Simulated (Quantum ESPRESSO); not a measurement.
## NMR parameters of BaTiO3

```xyz
5
Lattice="4.0077 0.0000 0.0000 0.0000 4.0077 0.0000 0.0000 0.0000 4.0077" Properties=species:S:1:pos:R:3 pbc="T T T"
Ba     2.0038     2.0038     2.0038
Ti     0.0000     0.0000     0.0000
O      2.0038     0.0000     0.0000
O      0.0000     2.0038     0.0000
O      0.0000     0.0000     2.0038
```
Geometry: a computed entry of the Materials Project; it was not checked against measured cells. It is BaTiO3 in Pm-3m. Stability against distortions was not tested. The run has no spin polarisation.

These are absolute shieldings with no macroscopic susceptibility term; δ = σ_ref − σ needs a reference computed alike. By our sweeps, such settings leave a few ppm in absolute σ on light atoms and up to some 20 ppm from Zn on. Spin–orbit coupling is left out; its weight grows with the heaviest atom, Ba here.

Problem. What do the calculations give at each independent site (shieldings by PBE GIPAW on JTH datasets (Quantum ESPRESSO, modified build), 22.5 Ha, k-mesh 7×7×7 shifted, f-sum rule met within 0.009 %)?

Solution. 
```tsv
site	site symmetry	σ_iso (ppm)
Ba (atom 1)	m-3m	4786
Ti (atom 2)	m-3m	-398
O (atoms 3, 4, 5)	4/mmm	-365
```
